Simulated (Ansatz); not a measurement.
## MnTlI₃: which magnetic order is lowest?

```
CELL_PARAMETERS angstrom
10.07400 0.00000 0.00000
0.00000 4.29670 0.00000
0.00000 0.00000 16.17200
ATOMIC_POSITIONS crystal
Mn 0.16280 0.25000 0.94210
Mn 0.33720 0.75000 0.44210
Mn 0.66280 0.25000 0.55790
Mn 0.83720 0.75000 0.05790
Tl 0.44180 0.25000 0.17530
Tl 0.05820 0.75000 0.67530
Tl 0.94180 0.25000 0.32470
Tl 0.55820 0.75000 0.82470
I 0.02450 0.25000 0.10540
I 0.47550 0.75000 0.60540
I 0.52450 0.25000 0.39460
I 0.97550 0.75000 0.89460
I 0.28100 0.25000 0.78840
I 0.21900 0.75000 0.28840
I 0.78100 0.25000 0.71160
I 0.71900 0.75000 0.21160
I 0.16920 0.25000 0.50790
I 0.33080 0.75000 0.00790
I 0.66920 0.25000 0.99210
I 0.83080 0.75000 0.49210
```

Computed with plane-wave PAW DFT (Ansatz 0.2.0): r2SCAN, 500 eV cutoff, 3×7×2 Γ-centred mesh, fermi-dirac occupations of width 0.050 eV. The atoms are fixed and numbered as listed; spin is collinear, without spin-orbit coupling.

The cycle has several fixed points for this cell. Moments (μB):

```
state   Mn1    Mn2    Mn3    Mn4  other atoms together  size of the net moment a cell
    A  4.50  -4.50   4.50  -4.50                  0.00                           0.00
    B  4.50   4.50   4.50   4.50                  0.67                          20.00
    C  0.00   0.00   0.00   0.00                  0.00                           0.00
    D  4.50  -4.50  -4.50   4.50                  0.00                           0.00
    E  4.50   4.50  -4.50  -4.50                  0.00                           0.00
    F  4.50   4.50   4.50  -4.50                  0.33                          10.00
```

Site moments are taken in small spheres that don't touch (radius about 0.4 of the atom's shortest bond), so those of the magnetic atoms read low, and they needn't add up to the net moment. State C was run without spin polarisation.

Q: What is the order in energy at zero smearing?

A: State D (antiparallel, compensated) comes first by a margin too small to trust; E (antiparallel, compensated) lies 0.2 meV above it, F (antiparallel, not compensated) lies 0.2 meV above it, A (antiparallel, compensated) lies 0.4 meV above it, B (parallel moments) lies 0.4 meV above it, C (without moments) lies 773 meV above it, all counted an atom of the cell. The two lowest differ by only 0.9 meV for each atom with a column above, which mesh or functional could overturn.

Q: Which states have a gap on the mesh, and what pressure does each exert on this cell?

A: A: gap 2.47 eV, 0.4 GPa; B: gap 2.29 eV, 0.4 GPa; C: no gap, -3.7 GPa; D: gap 2.36 eV, 0.4 GPa; E: gap 2.53 eV, 0.4 GPa; F: gap 2.32 eV, 0.4 GPa (positive in compression). Moments take up room: without them the pressure is lower, so that state wants a smaller cell.

Q: How much does the cell gain by forming moments?

A: 773 meV an atom of the cell, or 3867 meV for each Mn atom, against state C, which has none. A run without spin would miss this and give wrong energies and forces. That state isn't the paramagnet, which keeps its moments, so this is no ordering energy.

Of 5 runs begun from atoms with typed moments, each in a different pattern, 1 ended in state D: one start isn't enough to call a state the ground state.

The cell is that of a Crystallography Open Database entry, unchanged.

Caveats: only orders that fit this cell and collinear spins were tried, so the true order may need a larger cell or canted moments; atoms and cell are not relaxed, and each state would relax in its own way; the k mesh is coarse, so differences of a few meV are uncertain where a state is a metal; one start a pattern, so a lower state of the same pattern may exist; the nearest magnetic atoms form triangles, which frustrates antiparallel coupling, so the true order may be non-collinear or need another cell.
